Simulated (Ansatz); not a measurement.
**Lattice vibrations of ZrMo2C3 at Γ**

Theory: Ansatz 0.2.0, DFT PBE, scalar-relativistic, plane waves, PAW. Settings: 420 eV plane-wave cutoff, Γ-centred 12×12×12 mesh, Gaussian smearing of 0.10 eV. No spin polarisation. Phonons by linear response, acoustic sum rule imposed.

Relaxed structure:
```yaml
crystal:
  lattice:
    - [1.54493, 0.89196, 8.11554]
    - [-1.54493, 0.89196, 8.11554]
    - [0.00000, -1.78393, 8.11554]
  atoms:
    - { symbol: Zr, position: [0.99937, 0.99937, 0.99937] }
    - { symbol: Mo, position: [0.44338, 0.44338, 0.44338] }
    - { symbol: Mo, position: [0.55800, 0.55800, 0.55800] }
    - { symbol: C, position: [0.72558, 0.72558, 0.72558] }
    - { symbol: C, position: [0.27443, 0.27443, 0.27443] }
    - { symbol: C, position: [0.83256, 0.83256, 0.83256] }
```

It was reached by relaxing an invented guess, and it needn't be the stable form of this composition. In a metal, frequencies depend on the k mesh and the smearing, soft modes most.

(1) Is this structure stable against zone-centre distortions?

(2) List the optical modes at Γ (i marks imaginary ones).

Results:

(1) Yes, at Γ: no optical mode is imaginary. Strains and other wave vectors aren't tested by this run.

(2)
```
frequency (cm⁻¹)  degeneracy
             148           2
             159           2
             246           1
             295           1
             425           2
             520           1
             580           2
             597           2
             672           1
             690           1
```
